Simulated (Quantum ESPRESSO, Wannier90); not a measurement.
## Wannier functions of TiC (rock salt)

```
CELL_PARAMETERS angstrom
      0.00000     2.16572     2.16572
      2.16572     0.00000     2.16572
      2.16572     2.16572     0.00000
ATOMIC_POSITIONS crystal
  Ti 0.00000 0.00000 0.00000
  C  0.50000 0.50000 0.50000
```

Cell from Materials Project (mp-631), symmetrised, no further relaxation. COD (Crystallography Open Database) has an entry of this formula and space group (matched by these alone). Method: PBEsol plane waves in Quantum ESPRESSO 7.5 (PseudoDojo norm-conserving files, 68 Ry, no spin polarisation, no spin-orbit coupling), Bloch states on a 12×12×12 mesh through Γ, Wannier90 4.0.1. Density: 12×12×12 mesh, cold smearing 0.01 Ry.

Valence charges of the files: Ti 12, C 4. 26 bands were computed.

Isolated groups of bands, relative to the Fermi level (bands from 6 on overlap up to the last one computed):

```
bands  from (eV)  to (eV)  filling             weight on atomic waves
-----  ---------  -------  -------  ---------------------------------
1         -56.35   -56.25   filled                         Ti 3s 94 %
2–4       -33.00   -32.49   filled                         Ti 3p 98 %
5         -12.42    -8.89   filled  C 2s 63 %, Ti 3d 16 %, Ti 4s 15 %
```

Wanted is a model with the orbitals Ti s p d, C s p, without the filled groups that are mainly made of other shells (semicore states, and anion s where it isn't named); all higher bands stay in for disentanglement.

Question: Give num_wann, exclude_bands and num_bands, and the number of electrons that the model holds.

Answer: Electrons: 1×12 + 1×4 = 16, or 8.0 bands' worth; no gap over 0.05 eV opens at the Fermi level at this level of theory.
num_wann = 1×9 + 1×4 = 13.
exclude_bands = 1-4, 4 bands, so num_bands = 26 − 4 = 22.
The model holds 16 − 2×4 = 8 electrons. With the window frozen to 1.50 eV it follows pw.x to 1.4 meV rms (states up to 1.0 eV relative to the Fermi level).
